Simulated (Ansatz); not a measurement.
Cl:
```
CELL_PARAMETERS angstrom
      3.18495    -2.03783     0.00000
      3.18495     2.03783     0.00000
      0.00000     0.00000     8.19191
ATOMIC_POSITIONS crystal
  Cl 0.62197 0.37803 0.39324
  Cl 0.87803 0.12197 0.89324
  Cl 0.12197 0.87803 0.10676
  Cl 0.37803 0.62197 0.60676
```

Relaxed with r²SCAN+D4. Special points in fractions of this cell's reciprocal vectors: Γ (0.000, 0.000, 0.000); Y (0.500, 0.500, 0.000); F0 (0.352, 0.648, 0.000); Δ0 (-0.352, 0.352, 0.000); Z (0.000, 0.000, 0.500); B0 (-0.352, 0.352, 0.500); G0 (0.352, 0.648, 0.500); T (0.500, 0.500, 0.500); S (0.000, 0.500, 0.000); R (0.000, 0.500, 0.500).

Q: List the band energies nearest the valence-band maximum at these points for the program Ansatz at the r²SCAN+D4 level (PAW).

A: In eV from the valence-band maximum; about four levels below and three above (degenerate sets whole), none deeper than 8.9 eV; points with the same levels are listed once.

```tsv
k	below	above
Γ	-0.92 -0.39 -0.12 0.00	2.62 3.57 7.56
Y	-1.50 -1.15 -0.45 -0.23	2.70 3.33 8.76
F0	-1.22 -0.86 -0.42 -0.21	2.99 3.30 9.45
Z	-0.79 -0.79 -0.06 -0.06	3.04 3.04 7.92 7.92
B0	-0.68 -0.68 -0.45 -0.45	3.06 3.06 10.17 10.17
T	-0.91 -0.91 -0.83 -0.83	2.96 2.96 9.39 9.39
S	-0.89 -0.89 -0.28 -0.28	3.32 3.32 8.52 8.52
R	-0.65 -0.65 -0.07 -0.07	3.04 3.04 8.82 8.82
```

Space group Cmce (molecular I2 type). The r²SCAN+D4 relaxation kept the symmetry of its start. The substance is a gas or liquid at ambient conditions; this is its low-temperature solid.

Potentials: the later of the program's two PAW sets.
